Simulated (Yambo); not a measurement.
A G0W0@LDA run in Yambo for HfS$_{2}$ (CdI2 type, space group P-3m1, No. 164) (6×6×2 Γ-centred k mesh, bands 2 to 157 and a 10 Ry block in the screening, 157 bands in G with the Bruneval-Gonze terminator, plasmon pole fitted at 27.2 eV) gives these matrix elements, in eV, at the band edges (Γ → L):

| state | E0 | <Vxc> | <Σx> | <Σc(E0)> | Z |
|---|---|---|---|---|---|
| valence edge | 0.000 | -13.535 | -15.944 | 1.416 | 0.777 |
| conduction edge | 1.080 | -12.526 | -7.876 | -3.989 | 0.797 |

Task: Solve the linearised quasiparticle equation for both states, give the gap, and say how exchange and correlation each act on it.

Result: E = E0 + Z(Σx + Σc − Vxc). Valence: 0.000 + 0.777 × (-15.944 + (1.416) − (-13.535)) = -0.77 eV. Conduction: 1.080 + 0.797 × (-7.876 + (-3.989) − (-12.526)) = 1.61 eV. The gap is 2.38 eV, against 1.08 eV in LDA. Replacing Vxc by bare exchange alone would open it by 7.06 eV; correlation takes back 5.41 eV of that, and Z scales what is left. Convergence of the G0W0 settings was not tested. Without spin-orbit coupling, band edges of such heavy elements can be off by tenths of an eV.

Geometry of the Materials Project entry, not relaxed at this level; primitive cell a = 3.640 Å, b = 3.640 Å, c = 6.056 Å, α = 90.00°, β = 90.00°, γ = 120.00°.

The distance between layers or molecules is the database entry's, not relaxed here. Functionals without dispersion can leave it too large, which widens gaps and weakens the response across layers: the numbers belong to this cell.
